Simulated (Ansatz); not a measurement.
NbAg (rock salt, Fm-3m), plane-wave PAW r²SCAN (Ansatz code), all energies at zero smearing, with the estimated change up to a 700 eV cutoff added, with one set of potentials and settings (totals compare only within such a set). Cell of 2 atoms (1 Ag, 1 Nb): -12165.127 eV.

```json
[
 {"element": "Ag", "reference phase": "R-3m, 3 atoms in the cell", "E (eV/atom)": "-7603.9440"},
 {"element": "Nb", "reference phase": "Im-3m, 1 atoms in the cell", "E (eV/atom)": "-4563.6321"}
]
```

Formation energy per atom, worked out: (-12165.127 − 1×(-7603.9440) − 1×(-4563.6321))/2 = 1.225 eV/atom (118 kJ per mol of atoms), at 0 K, without zero-point energy or fitted corrections.

The start of the workflow was typed in or built on a structure type; neither database checked (COD, Materials Project) lists it. Its standing as an ambient phase is unchecked. The r²SCAN relaxation kept the symmetry of its start. At this level the phase is mechanically unstable. The run is not spin-polarised. Its formation energy is positive at this level, so the cell may be metastable or incomplete. The references are the lowest solids computed at this level, not always the standard phases.

Potentials: the later of the program's two PAW sets.
